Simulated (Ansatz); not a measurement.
Total density of states per atom from plane-wave PAW r²SCAN (Ansatz code), in 0.25 eV bins, energy from the Fermi level:

(E (eV), states/eV/atom): (-7.85, 0.04); (-7.60, 0.01); (-7.35, 0.00); (-7.10, 0.03); (-6.85, 0.09); (-6.60, 0.14); (-6.35, 0.33); (-6.10, 0.33); (-5.85, 0.32); (-5.60, 0.25); (-5.35, 0.39); (-5.10, 0.46); (-4.85, 0.47); (-4.60, 0.52); (-4.35, 0.40); (-4.10, 0.54); (-3.85, 0.61); (-3.60, 0.55); (-3.35, 0.89); (-3.10, 0.78); (-2.85, 1.24); (-2.60, 1.40); (-2.35, 1.85); (-2.10, 1.33); (-1.85, 0.85); (-1.60, 0.42); (-1.35, 1.03); (-1.10, 1.21); (-0.85, 2.25); (-0.60, 1.62); (-0.35, 0.78); (-0.10, 0.52); (0.15, 0.44); (0.40, 0.65); (0.65, 0.96); (0.90, 0.49); (1.15, 0.27); (1.40, 0.19); (1.65, 0.26); (1.90, 0.42); (2.15, 0.42); (2.40, 0.53); (2.65, 0.48); (2.90, 0.50); (3.15, 0.51); (3.40, 0.35); (3.65, 0.34); (3.90, 0.35); (4.15, 0.40); (4.40, 0.37); (4.65, 0.42)

Which compound is it?
A) ZrCo6Ge6, P6/mmm (Pearson symbol hP13)
B) LaGeRu, P4/nmm (La on 2c, Ge on 2c, Ru on 2a)
C) ZrGeSe, P4/nmm (Zr on 2c, Ge on 2a, Se on 2c)
D) MgCoGe, P4/nmm (Mg on 2c, Co on 2a, Ge on 2c)

A, ZrCo6Ge6, P6/mmm (Pearson symbol hP13). Within 0.5 eV of the Fermi level: Co 3d 70 %, Ge 4p 14 %, Zr 4d 11 %. Projections are on Löwdin-orthogonalised atomic valence shells; empty p or d shells of many metals are not among them.

The workflow started from an entry of the Crystallography Open Database (COD). Whether it is the stable phase at ambient conditions was not checked. The cell was relaxed with r²SCAN under the symmetry of its start; whether a distortion lowers the energy is not shown. The workflow began spin-polarised and lost its moments. Scalar-relativistic: spin–orbit coupling is off unless named, which matters more the heavier the elements.

Potentials: the later of the program's two PAW sets.
